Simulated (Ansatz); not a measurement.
SrGaSn:
```cif
data_Ga4Sn4Sr4
_chemical_formula_sum 'Ga4 Sr4 Sn4'
_space_group_name_H-M_alt 'P63/mmc'
_space_group_IT_number 194
_space_group_name_Hall '-P 6c 2c'
_cell_length_a 4.55838
_cell_length_b 4.55838
_cell_length_c 18.96256
_cell_angle_alpha 90.000
_cell_angle_beta 90.000
_cell_angle_gamma 120.000
loop_
_atom_site_label
_atom_site_type_symbol
_atom_site_symmetry_multiplicity
_atom_site_Wyckoff_symbol
_atom_site_fract_x
_atom_site_fract_y
_atom_site_fract_z
_atom_site_occupancy
Ga1 Ga 4 f 0.33333 0.66667 0.16058 1
Sr1 Sr 2 a 0.00000 0.00000 0.00000 1
Sn1 Sn 4 f 0.66667 0.33333 0.11635 1
Sr2 Sr 2 b 0.00000 0.00000 0.25000 1
```

Relaxed with r²SCAN.

Task: Tabulate the valence density and the electron localisation function along the shortest Ga–Sr contact (3.13 Å), the program Ansatz at the r²SCAN level (PAW).

Result: 

```
distance from Ga (Å)  density (e/Å³)   ELF
--------------------  --------------  ----
0.31                           17.95  0.03
0.47                            5.53  0.08
0.63                            1.68  0.19
0.78                            0.73  0.29
0.94                            0.41  0.33
1.10                            0.26  0.36
1.25                            0.18  0.39
1.41                            0.14  0.28
1.57                            0.12  0.11
1.72                            0.13  0.07
1.88                            0.19  0.15
2.03                            0.37  0.48
2.19                            0.76  0.77
2.35                            1.44  0.85
2.50                            2.26  0.84
2.66                            2.73  0.71
2.82                            2.38  0.34
```

The density is the valence pseudo-density with augmentation charge, so density and ELF within about 1 Å of a nucleus are not all-electron values.

Space group P6_3/mmc. The workflow started from an entry of the Crystallography Open Database (COD). Its standing as an ambient phase is unchecked. The r²SCAN relaxation kept the symmetry of its start; its stability against distortions is not shown here. Scalar-relativistic: spin–orbit coupling is off unless named, which matters more the heavier the elements.

Potentials: the later of the program's two PAW sets.
